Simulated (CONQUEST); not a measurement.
Worked example: self-consistent single point of BaTiO₃ (P4mm, 5 atoms in the cell; from Materials Project mp-5986, changed as shown) in CONQUEST.

Computed with PBE, numerical atomic orbitals double-zeta with polarisation (the shipped basis), PseudoDojo norm-conserving potentials made for PBE (CONQUEST).

The change in words: lattice vector c scaled by 0.99. Reference geometry (P4mm):
```
CELL_PARAMETERS angstrom
      3.99038     0.00000     0.00000
      0.00000     3.99038     0.00000
      0.00000     0.00000     4.10266
ATOMIC_POSITIONS crystal
  Ba 0.50000 0.50000 0.58254
  Ti 0.00000 0.00000 0.10004
  O  0.00000 0.50000 0.06422
  O  0.50000 0.00000 0.06422
  O  0.00000 0.00000 0.54897
```

Reference input (self-consistent single point, DFT, PBE, numerical atomic orbitals double-zeta with polarisation (the shipped basis), PseudoDojo norm-conserving potentials made for PBE): basis = DZP; Diag.MPMeshX, Y, Z = 6 6 6; potentials = PseudoDojo norm-conserving PBE; Grid.GridCutoff = 140 Ha; DM.SolutionMethod = diagon; Diag.kT = 0.000735 Ha; Diag.GammaCentred = true; minE.SCTolerance = 1.0e-06; SC.MaxIters = 100; SC.LinearMixingFactor = 0.5; SC.KerkerPreCondition = true; SC.KerkerFactor = 0.1 1/bohr. This run's input differs from it in these lines:

```diff
@@ -33,3 +33,3 @@
      0.000000000      7.540725333      0.000000000
-     0.000000000      0.000000000      7.752903782
+     0.000000000      0.000000000      7.675373989
 5
```

The program printed (abridged):

```
    new_SC_potl: Starting.  Tolerance:  0.10000E-05

    PulayMixSC: Starting Pulay mixing, A_up =  0.500 A_dn =  0.500
    PulayMixSC: Spin non-polarised calculation.
    PulayMixSC: with Kerker preconditioning, q0 =  0.100
          Harris-Foulkes Energy            :      -137.548999961857362 Ha
          (TS=0 as O(N) or entropic contribution is negligible)
          DFT Total Energy                 :      -136.861722900720594 Ha
          Total number of electrons        :        39.999999999999645
    PulayMixSC: Pulay iteration     1 residual:              0.94414E-02
   [... lines left out ...]
          (TS=0 as O(N) or entropic contribution is negligible)
          DFT Total Energy                 :      -137.350110291444594 Ha
          Total number of electrons        :        40.000012998440447
    PulayMixSC: Pulay iteration     9 residual:              0.34167E-05
          Harris-Foulkes Energy            :      -137.350110317959491 Ha
          (TS=0 as O(N) or entropic contribution is negligible)
          DFT Total Energy                 :      -137.350110317431245 Ha
          Total number of electrons        :        40.000012989053182
    PulayMixSC: Pulay iteration    10 residual:              0.65901E-06
    PulayMixSC: Reached SCF tolerance of  0.65901E-06 after     10 iterations
      | Number of electrons      =        40.000013
      |* band energy as 2Tr[K.H] =       -35.052397549489427 Ha
      |  screened ion-ion energy =      -102.935616423897045 Ha
      |  Ha correction           =        -0.436697624718128 Ha
      |  XC correction           =         1.074580201292578 Ha
      |* Harris-Foulkes energy   =      -137.350110317959491 Ha
      |* DFT total energy        =      -137.350110317431245 Ha
      |  estimated accuracy      =        -0.000000000528246 Ha

    force: Forces on atoms (Ha/a0)
    force:  Atom   X              Y              Z
    force:     1   0.0000000000  -0.0000000000  -0.0008160673
    force:     2   0.0000000000   0.0000000000  -0.0052678742
   [... lines left out ...]
    force: Maximum force :        0.00748664(Ha/a0) on atom         5 in z direction
   [... lines left out ...]
    force: Force Residual:        0.00413076 Ha/a0
    force: Total stress:         -4.46022011     0.00000000     0.00000000 GPa
                             0.00000000    -4.46022011     0.00000000
                             0.00000000     0.00000000    -6.39733472
    force: Average pressure:      5.10592498 GPa

    force: Finished force
    get_E_and_F: Change in energy during last step of electronic optimisation:  0.31605E-09
```

The run converged in 10 iterations. CONQUEST prints the stress tensor with tension positive. Against the reference run the free energy rises by 4.2 meV/atom, the pressure goes from 3.51 to 5.11 GPa, the largest force goes from 0.142 to 0.385 eV/Å and the gap on the mesh goes from 1.688 to 1.713 eV.

The program uses no crystal symmetry, so grid and mesh can part values that symmetry would make equal. The atom-centred basis is finite, which shifts total energies, pressures, gaps and forces against plane waves. The structure comes from a collection of computed structures, made at another level of theory; the collection holds predicted forms beside known ones.

Cost on one core: very roughly 3 core-minutes.
